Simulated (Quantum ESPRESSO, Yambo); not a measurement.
## KI: DFT and GW levels

```cif
data_IK
_chemical_formula_sum 'K1 I1'
_space_group_name_H-M_alt 'P 1'
_space_group_IT_number 1
_cell_length_a 4.95263
_cell_length_b 4.95263
_cell_length_c 4.95263
_cell_angle_alpha 60.000
_cell_angle_beta 60.000
_cell_angle_gamma 60.000
loop_
_space_group_symop_operation_xyz
  'x, y, z'
loop_
_atom_site_label
_atom_site_type_symbol
_atom_site_fract_x
_atom_site_fract_y
_atom_site_fract_z
_atom_site_occupancy
K1 K 0.00000 0.00000 0.00000 1
I1 I 0.50000 0.50000 0.50000 1
```

Cell and atoms were relaxed with PBEsol from Materials Project entry mp-22898, within its symmetry.

Starting point: PBEsol (pw.x of Quantum ESPRESSO, ONCV potentials, scalar-relativistic). G0W0 in Yambo: 4×4×4 Γ-centred k mesh, 193 bands and a 10 Ry block in the screening, 193 bands in G with the Bruneval-Gonze terminator, plasmon pole fitted at 27.2 eV.

* **PBEsol gap along the band path**: 3.87 eV
* **PBEsol gap between the mesh's edge points (Γ → Γ)**: 3.87 eV
* **G0W0 gap between the same points**: 6.15 eV

```tsv
k point	band	E PBEsol (eV)	E QP (eV)	shift (eV)	Z
Γ	VB	0.00	-1.73	-1.73	0.82
Γ	CB	3.87	4.43	0.56	0.86
L	VB	-0.37	-2.11	-1.75	0.82
L	CB	5.41	5.96	0.54	0.86
X	VB	-0.39	-2.18	-1.79	0.82
X	CB	4.79	5.51	0.72	0.86
W	VB	-0.64	-2.42	-1.78	0.82
W	CB	6.38	7.18	0.80	0.85
```

Energies count from the PBEsol valence-band maximum.

Nearest settings tried, and what they do to the gap: 2 Ry block (51 vectors against 339): -417 meV. Not varied: bands in G, bands in W, mesh. So the settings aren't converged at that level.

Without spin-orbit coupling, band edges of such heavy elements can be off by tenths of an eV.
